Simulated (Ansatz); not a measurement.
Run on EuCd (Pm-3m) — U = 2 eV on Eu f

All numbers below come from Ansatz, DFT, r2SCAN+U, PAW with Ansatz's default frozen-core files, scalar-relativistic.

Command: `ansatz run input.yaml --threads 1 --pin off --max-ram 3072MiB --backend cpu --events-out ev --progress --plain --runs-dir out`

```yaml
crystal:
  lattice:
    - [3.91685441, 0.0, 0.0]
    - [0.0, 3.91685441, 0.0]
    - [0.0, 0.0, 3.91685441]
  atoms:
    - { symbol: Eu, position: [0.5, 0.5, 0.5], spin: 7.0 }
    - { symbol: Cd, position: [0.0, 0.0, 0.0] }
magnetization:
  spin_polarized: true
kpoints:
  mp_grid: { grid: [7, 7, 7] }
scf:
  occupations: { method: fermi_dirac, width: 0.03 }
hamiltonian:
  xc: r2scan
  pseudopotentials: { kind: paw }
  hubbard: { sites: [{ species: Eu, l: f, u_eff: 2 }] }
output:
  forces: true
  stress: true
  eigenvalues: true
  hubbard: { sites: [{ species: Eu, l: f }] }
  populations: true
```

The program prints:

```
Eu: projections on atomic orbitals take those of the free atom [Kr 4d10] 4f7 5s2 5p6 5d0 6s2, of charge +0.00 (hamiltonian.pseudopotentials.projection_atoms); the dataset's partial waves leave at most 1.0e-3 of an orbital's norm unspanned inside its sphere
Cd: projections on atomic orbitals take those of the free atom [Ar 3d10] 4s2 4p6 4d10 5s2, of charge +0.00 (hamiltonian.pseudopotentials.projection_atoms); the dataset's partial waves leave at most 1.3e-5 of an orbital's norm unspanned inside its sphere
Engine: ansatz 0.2.0
Pseudopotentials: kind: paw
Pseudopotential: Eu, paw, valence charge 17, recommended cutoff 500 eV (meta_gga), Eu.paw.azcp
Pseudopotential: Cd, paw, valence charge 20, recommended cutoff 500 eV (meta_gga), Cd.paw.azcp
Functional definition: r2SCAN
  parameter k0 = 0.174
  parameter k1 = 0.065
  parameter a1 = 4.9479
  exchange = r2scan_x(k0 = k0, k1 = k1, a1 = a1)
  correlation = r2scan_c
Crystal: 2 atoms, lattice volume = 60.091 Å³
Basis set: ecut = 500 eV, 1503 PW (Γ), exchange–correlation on 120×120×120 points (64 copies of the dense FFT grid, shifted against one another)
Bands: 27, of which v1, the nominal top of the filled ones, is band 19 counted from 1 (18 counted from 0)
Symmetry: 48 space group operations
Space group: Pm-3m (ITA 221), of the structure as read, at distance tolerance 3.9e-5 Å
Magnetic group: BNS 221.92 (UNI 1594), of the structure as read, at distance tolerance 3.9e-5 Å
k-points: 20 of 343
Non-local potential: Eu, projectors of the file, l = 0: 3, l = 1: 2, l = 2: 2, l = 3: 3
Non-local potential: Cd, projectors of the file, l = 0: 3, l = 1: 2, l = 2: 2, l = 3: 1
PAW form: soft (Blöchl's): semilocal exchange-correlation on the pseudo side does not see the compensation charge
PAW frozen core: Eu, regenerated for the run's functional (the file was generated under x = pbe(κ = 0.804, μ = 0.2195149727645171), c = pbe(β = 0.06672455060314922))
PAW frozen core: Cd, regenerated for the run's functional (the file was generated under x = pbe(κ = 0.804, μ = 0.2195149727645171), c = pbe(β = 0.06672455060314922))
PAW one-centre angular grid: Eu, 2702 points (default); XC on 160 Gauss nodes
PAW one-centre angular grid: Cd, 590 points (default); XC on 160 Gauss nodes
Initial density: superposition of atomic densities (chi_scale 0.1, normalization cell)
Starting moments: Σ|m| = 7 μB on 1 of 2 sites
Initial wavefunctions: pseudopotential atomic-orbital guess
Functional: x = r2scan, c = r2scan; τ floored in thin density (d = 2e-4 eV/Å³)
SCF iter   1: F=—  HF=-17045.562466 eV  |F-HF|=—  |Δ(HF+E_count)|=         —  Δρ=2.65e-1 (↑2.65e-1 ↓2.01e-1)  dr2=3.76e0  dr2_τ=2.75e-1  dr2_m=2.98e1  M=8.170 μB ∫|m|=8.173 μB  β_m=1.00  ethr=3.10e-3  ⟨swp⟩=5.3  Hψ=4030  notcnv=0
preconditioner: auto → Kerker (q_TF=auto, 2.516 Å⁻¹)  [metal: Δε(μ)=0.021 eV  Ē_g=11.405 eV  σ=0.030 eV  W_gap=0.18  n_scr=18 (ndim 8)  ℏωp=24.9 eV  f_vac=0.000  D(μ)=2.77/eV (n_scr^D=26)]
spin=Collinear: Kerker preconditioning applied to the charge; magnetization (m = ρ↑ − ρ↓) channel mixes plain (no charge-response kernel on spin).
SCF iter   2: F=—  HF=-17037.729767 eV  |F-HF|=—  |Δ(HF+E_count)|=    7.83e0  Δρ=5.38e-2 (↑5.38e-2 ↓2.27e-2)  dr2=1.03e0  dr2_τ=5.55e-2  dr2_m=7.26e-1  M=7.784 μB ∫|m|=7.792 μB  β_m=1.00  ethr=3.10e-3  ⟨swp⟩=3.1  Hψ=2806  notcnv=0  defer=31  κ⁻¹=1.0e0(r=1)
preconditioner: auto → Resta (q_TF=auto, 2.516 Å⁻¹)  ε∞=5.3  [insulator: Δε(μ)=0.072 eV  Ē_g=11.981 eV  σ=0.030 eV  W_gap=0.52  n_scr=18 (ndim 8)  ℏωp=24.9 eV  f_vac=0.000  D(μ)=1.99/eV (n_scr^D=18)  ε∞_Penn≈5.3]
spin=Collinear: Resta preconditioning applied to the charge; magnetization (m = ρ↑ − ρ↓) channel mixes plain (no charge-response kernel on spin).
SCF iter   3: F=—  HF=-17040.626077 eV  |F-HF|=—  |Δ(HF+E_count)|=    2.90e0  Δρ=8.82e-3 (↑8.82e-3 ↓4.46e-3)  dr2=1.17e-1  dr2_τ=2.17e-3  dr2_m=7.46e-3  M=7.674 μB ∫|m|=7.677 μB  β_m=1.00  ethr=2.78e-3  ⟨swp⟩=3.6  Hψ=2518  notcnv=0  defer=23  κ⁻¹=1.3e-2(r=2)
[...]
SCF iter  14: F=—  HF=-17049.029022 eV  |F-HF|=—  |Δ(HF+E_count)|=   4.97e-4  Δρ=6.57e-5 (↑6.57e-5 ↓3.89e-5)  dr2=5.04e-6  dr2_τ=8.13e-8  dr2_m=3.96e-7  M=7.391 μB ∫|m|=7.393 μB  β_m=1.20  ethr=1.92e-8  ⟨swp⟩=3.0  Hψ=1911  notcnv=0  defer=51  κ⁻¹=1.7e-4(r=5)
SCF iter  15: F=—  HF=-17049.029138 eV  |F-HF|=—  |Δ(HF+E_count)|=   1.16e-4  Δρ=3.11e-5 (↑3.11e-5 ↓3.09e-5)  dr2=2.20e-6  dr2_τ=3.66e-8  dr2_m=7.86e-8  M=7.393 μB ∫|m|=7.394 μB  β_m=1.20  ethr=1.36e-8  ⟨swp⟩=2.5  Hψ=1670  notcnv=0  defer=51  κ⁻¹=4.1e-5(r=6)
SCF iter  16: F=—  HF=-17049.029129 eV  |F-HF|=—  |Δ(HF+E_count)|=   9.88e-6  Δρ=1.22e-5 (↑1.22e-5 ↓8.09e-6)  dr2=2.26e-7  dr2_τ=6.28e-9  dr2_m=2.39e-8  M=7.391 μB ∫|m|=7.392 μB  β_m=1.20  ethr=5.94e-9  ⟨swp⟩=2.5  Hψ=1685  notcnv=0  defer=51  κ⁻¹=1.2e-5(r=7)
SCF iter  17: F=—  HF=-17049.029145 eV  |F-HF|=—  |Δ(HF+E_count)|=   1.70e-5  Δρ=8.37e-6 (↑8.37e-6 ↓4.29e-6)  dr2=5.40e-8  dr2_τ=7.65e-10  dr2_m=5.43e-9  M=7.391 μB ∫|m|=7.393 μB  β_m=1.20  ethr=2.70e-10  ⟨swp⟩=10.5  Hψ=5448  notcnv=0  κ⁻¹=5.9e-6(r=8)
SCF iter  18: F=—  HF=-17049.029145 eV  |F-HF|=—  |Δ(HF+E_count)|=   3.66e-7  Δρ=8.94e-6 (↑8.94e-6 ↓2.09e-6)  dr2=3.15e-8  dr2_τ=7.64e-10  dr2_m=1.00e-8  M=7.391 μB ∫|m|=7.393 μB  β_m=1.20  ethr=1.46e-10  ⟨swp⟩=5.7  Hψ=4145  notcnv=0  κ⁻¹=1.1e-5(r=8)
SCF iter  19: F=—  HF=-17049.029143 eV  |F-HF|=—  |Δ(HF+E_count)|=   1.71e-6  Δρ=2.39e-6 (↑2.05e-6 ↓2.39e-6)  dr2=2.71e-9  dr2_τ=1.66e-9  dr2_m=2.20e-9  M=7.391 μB ∫|m|=7.393 μB  β_m=1.20  ethr=8.53e-11  ⟨swp⟩=4.9  Hψ=3600  notcnv=0  κ⁻¹=3.5e-5(r=8)
SCF iter  20: F=—  HF=-17049.029145 eV  |F-HF|=—  |Δ(HF+E_count)|=   1.75e-6  Δρ=1.93e-6 (↑1.93e-6 ↓1.25e-6)  dr2=7.51e-10  dr2_τ=2.35e-10  dr2_m=1.17e-9  M=7.391 μB ∫|m|=7.393 μB  β_m=1.20  ethr=7.32e-12  ⟨swp⟩=4.9  Hψ=3609  notcnv=0  κ⁻¹=4.0e-5(r=8)
SCF iter  21: F=-17049.029146 eV  HF=-17049.029145 eV  |F-HF|=3.46e-8  |Δ(HF+E_count)|=   3.35e-7  Δρ=6.38e-7 (↑6.38e-7 ↓5.61e-7)  dr2=1.80e-10  dr2_τ=2.92e-11  dr2_m=1.28e-10  M=7.391 μB ∫|m|=7.393 μB  ethr=2.03e-12  ⟨swp⟩=4.4  Hψ=3352  notcnv=0
SCF 1 converged in 21 iterations: F = -17049.029146 eV  dr2 = 1.80e-10
  greatest PAW one-centre occupation: 1.001 electrons in one spin orbital (limit 2), on the Cd atom at site 1 (counted from 0), in its partial waves of l = 0
this state was not tested for a lower state beside it, because the mixer in use, unlike msr1, does not test its closes by its own steps (another_mixer; see scf.mixing.algorithm and scf.lower_state_search)
SCF converged after 21 iterations
Magnetization: 7.3913 μB (22.1957 up, 14.8043 down)
Absolute magnetization: 7.3947 μB (∫|ρ↑−ρ↓|, with the PAW one-centre terms)
Spin contamination: 0.0129 ħ² per cell (⟨S²⟩ above its minimum at these occupations)
Per-site moments (μB) at R_I (Å): [(7.0027449497592, 1.3992393615688576), (0.07627736847794049, 1.3992393615688576)]
Free energy (F): -17049.029146 eV
Harris-Foulkes:  -17049.029145 eV  (|F-HF|=3.46e-8)
Internal energy: -17049.024548 eV  (E = F + TS)
E sigma→0 (E₀):  -17049.026847 eV
Entropy (-TS):   -0.004598 eV (-2.299 meV/atom)
Fermi energy:    11.536643 eV
--- Per-component energies (eV) ---
  E_band       = -484.473611
  E_kinetic    = 855.526717
  E_local      = -5311.029170  (includes V_loc(G=0)·N_el)
  E_nonlocal   = 509.467127
  E_hartree    = 2345.551282
  E_xc         = -338.701122
  E_vxc        = -471.618362  (∫ρ·V_xc dr)
  E_hubbard    = 0.064098  (on-site DFT+U / exact-exchange correction)
  E_vhub       = -6.824011  (the Hubbard potential's part of the band-sum identity)
  E_paw        = -10513.814057  (= ΣΔE_a)
  E_vpaw       = -782.257111  (= ΣTr[D̂ρ^β])
  E_aug_tail   = 0.000006  (compensation charges beyond the density's cutoff)
  E_vtau       = 31.159188  (kinetic-family band-sum trace: ∫τ·v_τ [+ j·A + Jᵃ·Aᵃ] dr)
  E_ewald      = -4595.805402
  E_core_change = -0.284027  (= ΣΔE_core)
  E_smearing   = -0.004598  (= −TS)
  E_closure    = -0.000000  (closes the sum)
  Σ components = -17049.029146   (vs F -17049.029146, Δ=0.00e0)
--- Forces (eV/Å), atoms counted from 1 ---
  atom   1  Eu     0.00000000     0.00000000     0.00000000
  atom   2  Cd    -0.00000000     0.00000000    -0.00000000
  max |Σ_I F_I| component: 4.47e-30 eV/Å
--- Stress (GPa, compression-positive) ---
        0.678729       0.000000       0.000000
        0.000000       0.678729       0.000000
        0.000000       0.000000       0.678729
  P = ⅓ Tr σ = 0.6787 GPa (6.787 kbar)
--- Band table (eV; the first three rows and the last of 40) ---
  k-point 0 ↑: bands = ["-94.1674", "-54.2859", "-54.2859", "-54.2859", "-31.0208", "-9.1540", "-9.1540", "-9.1540", "2.3306", "2.3306", "2.5419", "2.5419", "2.5419", "4.8801", "10.5412", "10.5412", "10.5412", "10.5665", "10.5665", "10.5665", "10.6320", "12.1494", "12.1494", "16.0363", "16.0363", "16.0363", "16.2498"]
  k-point 1 ↑: bands = ["-94.1674", "-54.2861", "-54.2859", "-54.2859", "-31.0187", "-9.2038", "-9.1502", "-9.1502", "2.3375", "2.3736", "2.5338", "2.5338", "2.5443", "5.1527", "10.5111", "10.5556", "10.5556", "10.5573", "10.5763", "10.5763", "10.6318", "11.9034", "12.2110", "14.8505", "14.8505", "15.4509", "16.2520"]
  k-point 2 ↑: bands = ["-94.1675", "-54.2864", "-54.2858", "-54.2858", "-31.0141", "-9.3133", "-9.1417", "-9.1417", "2.3532", "2.4696", "2.5158", "2.5158", "2.5497", "5.9326", "10.3081", "10.5380", "10.5779", "10.5779", "10.6133", "10.6133", "10.6314", "10.8426", "12.3580", "13.8671", "13.8671", "15.7410", "16.2569"]
  k-point 19 ↓: bands = ["-94.1587", "-54.2803", "-54.2803", "-54.2803", "-27.2372", "-6.6633", "-6.6627", "-6.6627", "2.4647", "2.4826", "2.4826", "2.7005", "2.7005", "9.5926", "10.7632", "10.7632", "12.2677", "16.7901", "17.0019", "17.0019", "19.0150", "19.0197", "19.0197", "19.0539", "19.0665", "19.0665", "19.2378"]
Occupation matrices written to <dir>
--- Löwdin populations: 2 sites ---
  site symbol       q [e]    m [muB]
     0     Eu     17.6753     7.3469
     1     Cd     19.0186    -0.0225
  spilling = 0.008273 (of n_electrons = 37.000000)
--- Occupation matrices: 1 shell (run DFT+U table (all-electron-ortho-atomic); ε = 6.52e-4) ---
  Eu0 f_4F: site group Oh (m-3m)
  Eu0 f_4F up     Tr n = 6.9438  λ = 0.990 0.990 0.990 0.990 0.995 0.995 0.995  [4× z(x2-y2) 0.25 (T2u 0.75) T2u(0.75) | 3× z3 0.33 (T1u 1.00) T1u(1.00)]
  Eu0 f_4F dn     Tr n = 0.0084  λ = 0.001 0.001 0.001 0.001 0.002 0.002 0.002  [7× z3 0.14 (T1u 0.43) T1u(0.43)]
  Tr n, λ and their labels are of the run-group-symmetrised matrices; stabiliser: 48 of 96 elements of G0×{1,Θ} (closed), max defect 4.2e-15 at τ = 1.4e-4
```

populations.tsv:

```
# site	symbol	l	j	q_up	q_dn
# orbitals = lowdin
# n_electrons = 37.000000
# spilling = 0.008273
# projection_atom_Eu: [Kr 4d10] 4f7 5s2 5p6 5d0 6s2
# projection_atom_Cd: [Ar 3d10] 4s2 4p6 4d10 5s2
0	Eu	0_5S	-	0.976848	0.979574
0	Eu	0_6S	-	0.440500	0.371240
0	Eu	1_5P	-	2.990898	2.982292
0	Eu	2_5D	-	1.155904	0.821317
0	Eu	3_4F	-	6.946989	0.009786
1	Cd	0_4S	-	0.992613	0.992241
1	Cd	0_5S	-	0.538953	0.564424
1	Cd	1_4P	-	2.996788	2.995186
1	Cd	2_4D	-	4.969679	4.968668
```

Site moments (μB): Eu1 7.00, Cd2 0.08. Cell moment 7.39 μB.

The magnetic group in the log treats spin as a scalar label, without spin–orbit coupling.

The PAW files were made with PBE; the program remakes their cores once for the run's functional and then keeps them frozen. Spin–orbit coupling is left out although heavy atoms are present. In at least one run the program's final test of stability wasn't made or came to no verdict. With open f shells a run can end in a state that isn't the lowest. None of this fixes the real material's magnetic order: only patterns that fit the cell were computed, at zero temperature, with a functional that can overstate moments.

It took 7.8 s on 1 thread of AMD EPYC 9R45 96-Core Processor (Zen 5), with other jobs on the host, peak memory 0.57 GiB.
